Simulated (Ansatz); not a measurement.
Computed with DFT PBE, scalar-relativistic, plane waves, PAW (Ansatz 0.2.0). All cells share a 420 eV cutoff and Γ-centred k meshes spaced at most about 0.3 Å⁻¹ (about 0.25 or finer for metals, 2π included). No spin polarisation in the final relaxations.

These are static total energies at zero pressure.

Compare these two cells of Lu3Bi, each relaxed at this level.

A.

```yaml
crystal:
  lattice:
    - [6.09177, 0.00000, 0.00000]
    - [0.00000, 6.09177, 0.00000]
    - [0.00000, 0.00000, 6.09177]
  atoms:
    - { symbol: Lu, position: [0.50000, 0.25000, 0.00000] }
    - { symbol: Lu, position: [0.50000, 0.75000, 0.00000] }
    - { symbol: Lu, position: [0.25000, 0.00000, 0.50000] }
    - { symbol: Lu, position: [0.75000, 0.00000, 0.50000] }
    - { symbol: Lu, position: [0.00000, 0.50000, 0.25000] }
    - { symbol: Lu, position: [0.00000, 0.50000, 0.75000] }
    - { symbol: Bi, position: [0.50000, 0.50000, 0.50000] }
    - { symbol: Bi, position: [0.00000, 0.00000, 0.00000] }
```

B.

```yaml
crystal:
  lattice:
    - [4.78588, 0.00000, 0.00000]
    - [0.00000, 4.78588, 0.00000]
    - [0.00000, 0.00000, 4.78588]
  atoms:
    - { symbol: Lu, position: [0.50000, 0.50000, 0.00000] }
    - { symbol: Lu, position: [0.50000, 0.00000, 0.50000] }
    - { symbol: Lu, position: [0.00000, 0.50000, 0.50000] }
    - { symbol: Bi, position: [0.00000, 0.00000, 0.00000] }
```

Question: Which would you expect to be lower, and how large is the difference?

Answer: A is lower, by 15 meV/atom. A has the A15 type, space group Pm-3n (No. 223), 28.3 Å³/atom and no gap on its mesh; B has the Cu3Au (L1_2) type, space group Pm-3m (No. 221), 27.4 Å³/atom and no gap. Counting all near atoms (those within 1.25 times the shortest distance at each site; a plus sign parts nearer from farther groups), A has Lu 2+12, Bi 12 and B has Lu 12, Bi 12. The lower one is the more open, so pressure narrows the difference. Both come from invented guesses.

Spin–orbit coupling, which can matter for Bi, is left out. A magnetic state wasn't ruled out in cells without spin, among them Pm-3m. Cells relaxed within their symmetry can be saddle points.
